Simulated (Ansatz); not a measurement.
PtS2 in space group Pca2_1 (No. 29; Pt on 4a, S on 4a, S on 4a), r²SCAN in the plane-wave PAW code Ansatz, all energies at zero smearing, with the estimated change up to a 700 eV cutoff added, with one set of potentials and settings (totals compare only within such a set). Cell of 12 atoms (4 Pt, 8 S): -57401.351 eV.

| element | reference phase | E (eV/atom) |
|---|---|---|
| Pt | Fm-3m, 1 atoms in the cell | -12538.2501 |
| S | P2/c, 32 atoms in the cell | -905.8150 |

Formation energy per atom, worked out: (-57401.351 − 4×(-12538.2501) − 8×(-905.8150))/12 = -0.153 eV/atom (-15 kJ per mol of atoms), at 0 K, without zero-point energy or fitted corrections.

The start of the workflow was typed in or built on a structure type; neither database checked (COD, Materials Project) lists it. COD files the formula under space group No. 164. Whether it is the stable phase at ambient conditions was not checked. The r²SCAN relaxation kept the symmetry of its start; its stability against distortions is not shown here. No spin polarisation was allowed. The references are the lowest solids computed at this level, not always the standard phases. Spin–orbit coupling is left out wherever it is not named.

Potentials: the earlier of the program's two PAW sets. The files were generated under PBE; for other functionals the program regenerates the frozen cores, and for LDA and PBEsol the local potential too.
